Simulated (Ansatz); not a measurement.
Relaxation of a generated trial cell of AlNi in the AFLOW prototype AB_oP8_57_d_d (as in TlF); 8 atoms in the cell, which starts as Pbcm (No. 57), oP8; a = 5.0653 Å, b = 4.5609 Å, c = 4.3069 Å, α = β = γ = 90.00°. All values below come from r2SCAN (plane waves to 500 eV, PAW, scalar-relativistic; Ansatz, a program for electronic structure). Γ-centred k-mesh 7×7×8 on the run's cell (coarser than for final values), Fermi–Dirac smearing 0.05 eV. This is the first round of the run. Spin-polarised start, with parallel moments on Ni.

The optimiser's lines from the output (shortened; P is positive under compression):

```
relax step   1: F+E_penalty+E_count = -25540.68664447 eV  Δ(F+E_penalty+E_count) = +0.000e0 eV  max|allowed force component| = 5.998e0 eV/Å  Δτ_max = 0.0000 Å  P = +28.323 GPa  Ω = 99.499 Å³  (20 SCF iters, dr2 threshold 1.00e-7 eV, accepted)
relax step   2: F+E_penalty+E_count = -25544.38564462 eV  Δ(F+E_penalty+E_count) = -3.699e0 eV  max|allowed force component| = 3.288e0 eV/Å  Δτ_max = 0.1912 Å  P = +11.843 GPa  Ω = 98.319 Å³  (15 SCF iters, dr2 threshold 8.00e-7 eV, accepted)
relax step   3: F+E_penalty+E_count = -25546.17178912 eV  Δ(F+E_penalty+E_count) = -1.786e0 eV  max|allowed force component| = 1.146e0 eV/Å  Δτ_max = 0.1903 Å  P = +4.004 GPa  Ω = 96.785 Å³  (15 SCF iters, dr2 threshold 8.00e-7 eV, accepted)
relax step   4: F+E_penalty+E_count = -25546.44101017 eV  Δ(F+E_penalty+E_count) = -2.692e-1 eV  max|allowed force component| = 2.248e-1 eV/Å  Δτ_max = 0.1420 Å  P = -2.923 GPa  Ω = 99.175 Å³  (15 SCF iters, dr2 threshold 8.00e-7 eV, accepted)
relax step   5: F+E_penalty+E_count = -25546.47477228 eV  Δ(F+E_penalty+E_count) = -3.376e-2 eV  max|allowed force component| = 6.530e-2 eV/Å  Δτ_max = 0.0190 Å  P = +0.927 GPa  Ω = 96.877 Å³  (11 SCF iters, dr2 threshold 8.00e-7 eV, accepted)
relax step   6: F+E_penalty+E_count = -25546.47713471 eV  Δ(F+E_penalty+E_count) = -2.362e-3 eV  max|allowed force component| = 6.940e-3 eV/Å  Δτ_max = 0.0067 Å  P = -0.005 GPa  Ω = 97.405 Å³  (12 SCF iters, dr2 threshold 8.00e-7 eV, accepted)
relax step   7: F+E_penalty+E_count = -25546.47597374 eV  Δ(F+E_penalty+E_count) = +1.161e-3 eV  max|allowed force component| = 6.907e-3 eV/Å  Δτ_max = 0.0000 Å  P = -0.020 GPa  Ω = 97.405 Å³  stress off target by 3.50e-2 GPa  SCF on the basis re-selected at this cell (its energy is not comparable with the rows above)  (17 SCF iters)
relax step   8: F+E_penalty+E_count = -25546.47599540 eV  Δ(F+E_penalty+E_count) = -2.166e-5 eV  max|allowed force component| = 5.705e-4 eV/Å  Δτ_max = 0.0007 Å  P = +0.000 GPa  Ω = 97.388 Å³  (9 SCF iters, dr2 threshold 3.07e-9 eV, accepted)
relax step   9: F+E_penalty+E_count = -25546.47598341 eV  Δ(F+E_penalty+E_count) = +1.198e-5 eV  max|allowed force component| = 5.616e-4 eV/Å  Δτ_max = 0.0000 Å  P = -0.000 GPa  Ω = 97.388 Å³  stress off target by 4.90e-3 GPa  SCF on the basis re-selected at this cell (its energy is not comparable with the rows above)  (19 SCF iters)
```

From the first to the last row the energy changes by -0.72 eV/atom and the volume by -2.1 %. The last row is marked as not comparable with the walk above it, whose basis was carried along; it does compare with step 1, since both stand on a basis selected at the nominal cutoff for their own cell.

Later rounds, restarted from the end of this one on a renewed k-mesh, logged 4 more steps and released under 0.01 eV/atom more. The final structure after all rounds: Pbcm (No. 57), oP8; a = 5.019 Å, b = 4.519 Å, c = 4.295 Å, α = 90.00°, β = 90.00°, γ = 90.00°. Between re-selections the logged energies stand on a plane-wave basis carried along with the cell. No spin polarisation in the result: the starting moments vanished. A magnetic state may lie lower.

The run could not lose the symmetry of its start: the end is stationary, and may be a saddle point rather than a minimum.

The relaxed structure here is a generated cell of AlNi: the first start was made by placing the elements on the sites of a structure type, and the end was not matched to a known phase here, so it may be hypothetical. Known forms of AlNi include space group No. 221.
